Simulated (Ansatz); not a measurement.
**Phonons of zincblende-structured YS**

Level of theory: DFT, PBEsol, scalar-relativistic, no spin polarisation; plane waves to 420 eV with PAW datasets (Ansatz 0.2.0), Gaussian smearing of 0.15 eV; PAW files: Ansatz's generated set soft_2.

```cif
data_structure
_symmetry_space_group_name_H-M 'P 1'
_symmetry_Int_Tables_number 1
_cell_length_a 4.2754
_cell_length_b 4.2754
_cell_length_c 4.2754
_cell_angle_alpha 60.000
_cell_angle_beta 60.000
_cell_angle_gamma 60.000
_cell_volume 55.26
loop_
_atom_site_label
_atom_site_type_symbol
_atom_site_fract_x
_atom_site_fract_y
_atom_site_fract_z
_atom_site_occupancy
Y1 Y 0.00000 0.00000 0.00000 1
S1 S 0.25000 0.25000 0.25000 1
```

This is a trial structure; measured cells of the compound in the Crystallography Open Database are in space group Fm-3m (rock salt).

Force constants come from finite displacements in a 2×2×2 supercell (the unit cell's 10×10×10 k-mesh, folded to it); the long-range dipole term is not included. Points in reciprocal vectors of this cell: Γ = (0.000, 0.000, 0.000), X = (-0.500, -0.500, 0.000), U = (-0.375, -0.375, 0.250), K = (-0.375, 0.000, 0.375), L = (0.000, 0.000, 0.500), W = (-0.500, -0.250, 0.250).

Frequencies at the named points (cm⁻¹, imaginary ones negative):
| point | ω (cm⁻¹) |
| --- | --- |
| Γ | 0 0 0 290 290 290 |
| X | 50 50 160 286 286 291 |
| U | 53 64 155 271 287 299 |
| K | 53 64 155 271 287 299 |
| L | 55 55 133 278 287 287 |
| W | 52 69 157 269 287 301 |

Problem. Is the structure dynamically stable along this path, and where does the spectrum end?

Solution. Yes: no branch is imaginary beyond numerical noise. The highest frequency is 301 cm⁻¹, at W. Points that don't fit the supercell are interpolated.

Problem. What does the harmonic approximation give for the vibrational free energy, entropy and heat capacity?

Solution. Zero-point energy 34.0 meV/atom.
| T (K) | F_vib (meV/atom) | S (J/K per mole of atoms) | C_V (J/K per mole of atoms) |
| --- | --- | --- | --- |
| 100 | 27.3 | 14.3 | 14.6 |
| 200 | 5.7 | 26.7 | 20.9 |
| 300 | -26.9 | 35.7 | 23.0 |
| 400 | -67.5 | 42.4 | 23.8 |
| 500 | -114.3 | 47.8 | 24.2 |
| 600 | -166.2 | 52.2 | 24.4 |
| 700 | -222.3 | 56.0 | 24.6 |
| 800 | -282.0 | 59.3 | 24.6 |
| 900 | -345.0 | 62.2 | 24.7 |
| 1000 | -410.8 | 64.8 | 24.7 |

The highest mode, 301 cm⁻¹, is worth 430 K. At 300 K the heat capacity has reached 92 % of the classical limit 3R = 24.9 J/K per mole of atoms.

The crystal is a metal or nearly so; low and unstable modes depend on mesh and smearing.

It ran for 55 s on 4 threads of Arm Neoverse V1, on a shared host, peak memory 1.6 GiB.
